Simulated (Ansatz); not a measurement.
A geometry of Zr away from equilibrium: step 2 of the relaxation of a generated trial cell of Zr in the AFLOW prototype A_cI16_220_c (as in Li). Computed with r2SCAN (plane waves to 500 eV, PAW, scalar-relativistic; Ansatz, a first-principles code). Γ-centred k-mesh 7×7×7 on the run's cell (coarser than for final values), Fermi–Dirac smearing 0.05 eV.

```xyz
8
Lattice="-3.6185 3.6185 3.6185 3.6185 -3.6185 3.6185 3.6185 3.6185 -3.6185" Properties=species:S:1:pos:R:3:forces:R:3 pbc="T T T" free_energy=-33559.128 pressure_GPa=-0.3
Zr     1.5679     1.5679     1.5679    0.4734    0.4734    0.4734
Zr    -1.5679     2.0506     1.5679   -0.4734   -0.4734    0.4734
Zr     2.0506     1.5679    -1.5679   -0.4734    0.4734   -0.4734
Zr     1.5679    -1.5679     2.0506    0.4734   -0.4734   -0.4734
Zr     3.3772     3.3772     3.3772    0.4734    0.4734    0.4734
Zr     0.2413     3.8599    -0.2413   -0.4734   -0.4734    0.4734
Zr     3.8599    -0.2413     0.2413   -0.4734    0.4734   -0.4734
Zr    -0.2413     0.2413     3.8599    0.4734   -0.4734   -0.4734
```

Positions in Å, forces in eV/Å, free energy of the cell in eV (comparable only within this code, potentials and settings). Largest force: 0.82 eV/Å, on Zr1, Zr2, Zr3, Zr4, Zr5, Zr6, Zr7, Zr8 (atoms numbered as listed); the geometry lies 0.07 eV/atom above the end of its relaxation.

No spin polarisation in the result.

The run could not lose the symmetry of its start: the end is stationary, and may be a saddle point rather than a minimum.

The end of the path is a generated cell of Zr: the first start was made by placing the elements on the sites of a structure type, and the end was not matched to a known phase here, so it may be hypothetical. Known forms of Zr include space group No. 194.
